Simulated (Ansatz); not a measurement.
HgO in space group P-6m2 (No. 187; Hg on 1a, O on 1f) at seven volumes, DFT-PBE in the program Ansatz with PAW potentials, shape and atoms relaxed at each. One row is withheld.

```tsv
V (Å³/atom)	P (GPa)
13.639	12.26
14.088	?
14.538	3.40
14.988	0.00
15.437	-2.84
15.887	-5.21
16.337	-7.16
```

Task: Fit the shown pressures and predict the withheld one.

Result: P = (3/2)B₀(x^(7/2) − x^(5/2))[1 + (3/4)(B′ − 4)(x − 1)] with x = (V₀/V)^(2/3). Least squares on the six rows gives V₀ = 14.988 Å³/atom, B₀ = 103 GPa, B′ = 4.94. At V = 14.088, x = 1.0421 and P = 7.43 GPa. The run itself gave 7.44 GPa.

A made-up cell: these elements were put on the sites of a structure type; neither database checked (COD, Materials Project) lists it. COD files the formula under space group No. 44, 62, so this cell is another polymorph or a model. Its standing as an ambient phase is unchecked. The PBE relaxation kept the symmetry of its start; whether a distortion lowers the energy is not shown. Scalar-relativistic: spin–orbit coupling is off unless named, which matters more the heavier the elements.

Potentials: the later of the program's two PAW sets.
